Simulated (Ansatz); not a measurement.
The cell is an ordered 6-atom cell of Ga₃SbP₂ on the zincblende lattice (Imm2); cell and atoms were relaxed with r2SCAN. It is orthorhombic, Imm2 (No. 44); a = 4.009 Å, b = 12.026 Å, c = 5.674 Å in the conventional setting, 22.80 Å³ an atom. Around P lie 4 Ga at 2.37–2.40 Å; around Ga lie 3 P at 2.37–2.40 Å and 1 Sb at 2.63 Å; around Sb lie 4 Ga at 2.59–2.63 Å; around Ga lie 2 P at 2.37 Å and 2 Sb at 2.59 Å.

```cif
data_structure
_symmetry_space_group_name_H-M 'P 1'
_symmetry_Int_Tables_number 1
_cell_length_a 6.9445
_cell_length_b 6.9445
_cell_length_c 6.9445
_cell_angle_alpha 146.445
_cell_angle_beta 60.029
_cell_angle_gamma 131.775
_cell_volume 136.79
loop_
_atom_site_label
_atom_site_type_symbol
_atom_site_fract_x
_atom_site_fract_y
_atom_site_fract_z
_atom_site_occupancy
P1 P 0.33057 0.99994 0.33063 1
Ga1 Ga 0.55305 0.73263 0.82042 1
P2 P 0.66930 0.99994 0.66937 1
Ga2 Ga 0.91221 0.73263 0.17958 1
Sb1 Sb 0.99853 0.99853 0.00000 1
Ga3 Ga 0.28634 0.78634 0.50000 1
```

4 runs of the plane-wave code Ansatz on this cell differ in the functional (and in the settings that go with it). Levels are in eV from each run's valence top; v1 is the last filled band, c1 the first empty one.

Run A, mean stress +0.4 GPa (compression positive):
```
point     v2     v1    c1    c2
    Γ  -0.43   0.00  1.49  2.02
    X  -1.57  -0.07  1.53  1.67
   F₀  -2.70  -1.73  1.70  2.01
```

Run B, mean stress +0.2 GPa (compression positive):
```
point     v2     v1    c1    c2
    Γ  -0.42   0.00  2.11  2.69
    X  -1.59  -0.08  2.20  2.33
   F₀  -2.73  -1.75  2.35  2.66
```

Run C, mean stress +2.2 GPa (compression positive):
```
point     v2     v1    c1    c2
    Γ  -0.41   0.00  0.65  1.33
    X  -1.44  -0.08  0.92  1.07
   F₀  -2.51  -1.63  1.10  1.40
```

Run D, mean stress 0.0 GPa (compression positive):
```
point     v2     v1    c1    c2
    Γ  -0.43   0.00  1.09  1.58
    X  -1.51  -0.08  1.15  1.30
   F₀  -2.63  -1.70  1.33  1.63
```

**Question.** Match the runs to PBE, r2SCAN, HSE06, PBE0.

**Answer.** A is HSE06, B is PBE0, C is PBE, D is r2SCAN. In order of the gap: PBE 0.65, r2SCAN 1.03, HSE06 1.44, PBE0 2.09 eV.

Simulation only: spin-unpolarised, and no claim that this is the phase found in nature.

No spin-orbit coupling is included; it can move band edges with weight on the heavy atoms by tenths of an eV.

The stress of a hybrid is loosely converged in these runs.
